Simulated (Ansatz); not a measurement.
One crystal and one scan (energy against volume) at two levels, PBE (plane waves to 420 eV, PAW, scalar-relativistic; Ansatz, an electronic-structure program) and r2SCAN (plane waves to 500 eV, PAW, scalar-relativistic; Ansatz), each from its own relaxed cell and on its own mesh. The cell shown is that of PBE.

Mg (hcp, Mg type)

```
Mg
1.0
    3.18616     0.00000     0.00000
   -1.59308     2.75930     0.00000
    0.00000     0.00000     5.22349
Mg
2
Cartesian
  0.00000   1.83953   3.91762
  1.59308   0.91977   1.30587
```

This relaxed cell (volume V₀) is scaled evenly in all directions, its shape held. Symmetry pins the atoms to their sites.

Energies are smeared free energies. Mg was relaxed with its symmetry unable to fall. The PAW data are Ansatz's earlier set. With the shape held, the modulus is that of even scaling; a crystal free to change shape is softer. Percentages come from the unrounded values. Both scans cover V/V₀ from 0.840 to 1.160.

Results of PBE:

```
Quantity                                                                     Value
---------------------------------------------------------------------------  -----
Lattice constant a (Å)                                                       3.186
Lattice constant c (Å)                                                       5.223
Relaxed volume (Å³/atom)                                                     22.96
Pressure at the smallest volume (GPa)                                          8.9
Energy cost of the largest compression (meV/atom)                               88
Energy cost of the largest expansion (meV/atom)                                 51
Bulk modulus at fixed cell shape B₀ (third-order Birch-Murnaghan fit) (GPa)   35.9
Pressure for 5 % compression (fit) (GPa)                                       2.0
```

### Question
What does r2SCAN give for the same quantities?

### Answer
```json
[
 {"quantity": "Lattice constant a (Å)", "r2SCAN": "3.175", "PBE − r2SCAN": "+0.011 (+0.4 %)"},
 {"quantity": "Lattice constant c (Å)", "r2SCAN": "5.185", "PBE − r2SCAN": "+0.038 (+0.7 %)"},
 {"quantity": "Relaxed volume (Å³/atom)", "r2SCAN": "22.63", "PBE − r2SCAN": "+0.33 (+1.5 %)"},
 {"quantity": "Pressure at the smallest volume (GPa)", "r2SCAN": "9.6", "PBE − r2SCAN": "-0.7 (-8 %)"},
 {"quantity": "Energy cost of the largest compression (meV/atom)", "r2SCAN": "94", "PBE − r2SCAN": "-6 (-7 %)"},
 {"quantity": "Energy cost of the largest expansion (meV/atom)", "r2SCAN": "56", "PBE − r2SCAN": "-5 (-8 %)"},
 {"quantity": "Bulk modulus at fixed cell shape B₀ (third-order Birch-Murnaghan fit) (GPa)", "r2SCAN": "39.5", "PBE − r2SCAN": "-3.6 (-9.0 %)"},
 {"quantity": "Pressure for 5 % compression (fit) (GPa)", "r2SCAN": "2.2", "PBE − r2SCAN": "-0.2 (-9 %)"}
]
```

PBE gives the higher value for: lattice constant a; lattice constant c; relaxed volume. PBE gives the lower value for: pressure at the smallest volume; energy cost of the largest compression; energy cost of the largest expansion; bulk modulus at fixed cell shape B₀. Neither level is exact: the differences show how much the result hangs on the functional.

(Under strain, the slope of the energy per volume gives the stress and its curvature an elastic modulus.)
